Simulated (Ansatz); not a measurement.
CaSnS$_{3}$ in space group R-3 (No. 148; Ca on 6c, Sn on 6c, S on 18f) at seven volumes, plane-wave PAW PBEsol (Ansatz code), shape and atoms relaxed at each. One row is withheld.

```csv
V (Å³/atom),P (GPa)
21.422,?
22.128,4.19
22.834,1.95
23.540,0.00
24.246,-1.68
24.953,-3.10
25.659,-4.31
```

Problem. Fit the shown pressures and predict the withheld one.

Solution. P = (3/2)B₀(x^(7/2) − x^(5/2))[1 + (3/4)(B′ − 4)(x − 1)] with x = (V₀/V)^(2/3). Least squares on the six rows gives V₀ = 23.538 Å³/atom, B₀ = 59.8 GPa, B′ = 4.13. At V = 21.422, x = 1.0648 and P = 6.84 GPa. The run itself gave 6.72 GPa.

The workflow started from a Materials Project entry (that database holds measured and hypothetical structures alike); the Crystallography Open Database copy checked does not list it. Its standing as an ambient phase is unchecked. Symmetry was held in the PBEsol relaxation; of distortions, only those at the zone centre were tested. Scalar-relativistic: spin–orbit coupling is off unless named, which matters more the heavier the elements.

Potentials: the later of the program's two PAW sets.
